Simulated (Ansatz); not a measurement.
Simulated powder pattern, neutron, λ = 1.5401 Å (kinematic, ideal powder, no thermal factors, coherent scattering alone; the 30 strongest lines at most, above 1 %, up to 2θ = 90°):

```
2θ (°)  I/Imax (%)
------  ----------
26.70           20
28.64          5.3
30.84          1.7
33.85          100
47.15          6.9
48.37          2.0
50.06           50
51.89           47
55.01           48
59.96          1.4
64.25           13
64.40          2.9
64.61           34
70.86          7.4
73.30          1.1
75.32          6.9
76.25          2.1
79.01           52
83.42          6.1
87.70          2.9
89.55           52
89.88           46
```

The pattern belongs to a structure relaxed with plane-wave PAW PBE (Ansatz code).

Task: Which compound is it?
A) AlP, P6_422 (Al on 3c, P on 3d)
B) AlCo, Cmcm (Al on 4c, Co on 4c)
C) InP, CsCl type
D) Al2Au, MoSi2 or CaC2 type

Result: A, AlP, P6_422 (Al on 3c, P on 3d)

Task: Give the lattice parameters.

Result: a = 3.851 Å, c = 8.689 Å.

The start of the workflow was typed in or built on a structure type; neither database checked (COD, Materials Project) lists it. It is not the phase usual at ambient conditions (space group No. 216). The cell was relaxed with PBE under the symmetry of its start; its stability against distortions is not shown here.

Potentials: the earlier of the program's two PAW sets.
